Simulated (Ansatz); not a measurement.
Y (simple cubic): energy against volume

All numbers below come from Ansatz, DFT, m-r2SCAN, plane waves (500 eV) with PAW, scalar-relativistic. (PAW data from PBE, frozen cores regenerated.)

The cell is scaled uniformly from the relaxed one, with fractional coordinates and shape fixed. Energies are extrapolated to zero smearing, pressures are those at the given smearing. Magnetic state: ferromagnetic.

A Birch-Murnaghan fit gives V₀ = 35.02 Å³/atom, B₀ = 27 GPa, B₀′ = 2.1.

(1) What are the energy above the minimum and the pressure at 30.793 Å³/atom?

(2) What are the energy above the minimum and the pressure at 32.192 Å³/atom?

(3) What are the energy above the minimum and the pressure at 37.791 Å³/atom?

Results:

(1) 48.7 meV/atom and 3.97 GPa as computed.

(2) 20.8 meV/atom and 2.44 GPa as computed.

(3) 17.0 meV/atom and -1.86 GPa as computed.

m-r²SCAN is r²SCAN on the gauge-invariant kinetic-energy density; without spin polarisation the two are equal.
